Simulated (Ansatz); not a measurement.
Geometry optimisation in Ansatz: input, command and trajectory.

```yaml
crystal:
  lattice:
    - [4.5786, 0.0, 0.0]
    - [0.0, 5.2981, 0.0]
    - [0.0, 0.0, 2.9991]
  atoms:
    - { symbol: Fe, position: [0.0, 0.0, 0.0] }
    - { symbol: Fe, position: [0.5, 0.5, 0.5] }
    - { symbol: B, position: [0.2487, 0.3123, 0.0] }
    - { symbol: B, position: [0.7513, 0.6877, 0.0] }
    - { symbol: B, position: [0.7487, 0.1877, 0.5] }
    - { symbol: B, position: [0.2513, 0.8123, 0.5] }
    - { symbol: B, position: [0.3411, 0.1263, 0.5] }
    - { symbol: B, position: [0.6589, 0.8737, 0.5] }
    - { symbol: B, position: [0.8411, 0.3737, 0.0] }
    - { symbol: B, position: [0.1589, 0.6263, 0.0] }
basis:
  ecutwfc: 420
kpoints:
  mp_grid: { grid: [8, 8, 12] }
hamiltonian:
  xc: pbesol
scf:
  occupations: { method: gaussian, width: 0.1 }
output:
  forces: true
  stress: true
  eigenvalues: true
relax:
  adjacent_minimum: "off"
  f_tol: 0.01
  max_steps: 40
```

```bash
ansatz run input.yaml --threads 2 --pin off --max-ram 5120MiB --backend cpu --events-out ev --progress --plain --runs-dir out
```

Theory: DFT PBEsol, scalar-relativistic, plane waves, PAW (Ansatz 0.2.0).

Of 4 frames 3 are shown, positions in Å and forces in eV/Å; the SCF threshold varies from step to step.

```xyz
10
Lattice="4.5786 0.0000 0.0000 0.0000 5.2981 0.0000 0.0000 0.0000 2.9991" Properties=species:S:1:pos:R:3:forces:R:3 pbc="T T T" step=1 free_energy_over_end_meV_per_atom=0.17
Fe    0.0000    0.0000    0.0000    0.0000    0.0000    0.0000
Fe    2.2893    2.6490    1.4995    0.0000    0.0000    0.0000
B     1.1387    1.6546    0.0000    0.0508    0.0257    0.0000
B     3.4399    3.6435    0.0000   -0.0508   -0.0257    0.0000
B     3.4280    0.9945    1.4995    0.0508   -0.0257    0.0000
B     1.1506    4.3036    1.4995   -0.0508    0.0257    0.0000
B     1.5618    0.6692    1.4995   -0.0409    0.0693    0.0000
B     3.0168    4.6289    1.4995    0.0409   -0.0693    0.0000
B     3.8511    1.9799    0.0000   -0.0409   -0.0693    0.0000
B     0.7275    3.3182    0.0000    0.0409    0.0693    0.0000
10
Lattice="4.5786 0.0000 0.0000 0.0000 5.2981 0.0000 0.0000 0.0000 2.9991" Properties=species:S:1:pos:R:3:forces:R:3 pbc="T T T" step=2 free_energy_over_end_meV_per_atom=0.09
Fe    0.0000    0.0000    0.0000    0.0000    0.0000    0.0000
Fe    2.2893    2.6490    1.4995    0.0000    0.0000    0.0000
B     1.1393    1.6561    0.0000    0.0356    0.0169    0.0000
B     3.4393    3.6420    0.0000   -0.0356   -0.0169    0.0000
B     3.4286    0.9930    1.4995    0.0356   -0.0169    0.0000
B     1.1500    4.3051    1.4995   -0.0356    0.0169    0.0000
B     1.5609    0.6710    1.4995   -0.0327    0.0497    0.0000
B     3.0177    4.6271    1.4995    0.0327   -0.0497    0.0000
B     3.8502    1.9780    0.0000   -0.0327   -0.0497    0.0000
B     0.7284    3.3201    0.0000    0.0327    0.0497    0.0000
10
Lattice="4.5786 0.0000 0.0000 0.0000 5.2981 0.0000 0.0000 0.0000 2.9991" Properties=species:S:1:pos:R:3:forces:R:3 pbc="T T T" step=4 free_energy_over_end_meV_per_atom=0.00
Fe    0.0000    0.0000    0.0000    0.0000    0.0000    0.0000
Fe    2.2893    2.6490    1.4995    0.0000    0.0000    0.0000
B     1.1405    1.6595    0.0000   -0.0028    0.0011    0.0000
B     3.4381    3.6386    0.0000    0.0028   -0.0011    0.0000
B     3.4298    0.9896    1.4995   -0.0028   -0.0011    0.0000
B     1.1488    4.3085    1.4995    0.0028    0.0011    0.0000
B     1.5577    0.6758    1.4995   -0.0049   -0.0003    0.0000
B     3.0209    4.6223    1.4995    0.0049    0.0003    0.0000
B     3.8470    1.9732    0.0000   -0.0049    0.0003    0.0000
B     0.7316    3.3249    0.0000    0.0049   -0.0003    0.0000
```

Time: 43 s on 2 threads of Arm Neoverse V2, with other jobs on the host, peak memory 0.62 GiB.

Spin polarisation was left out, and a magnetic state may lie lower.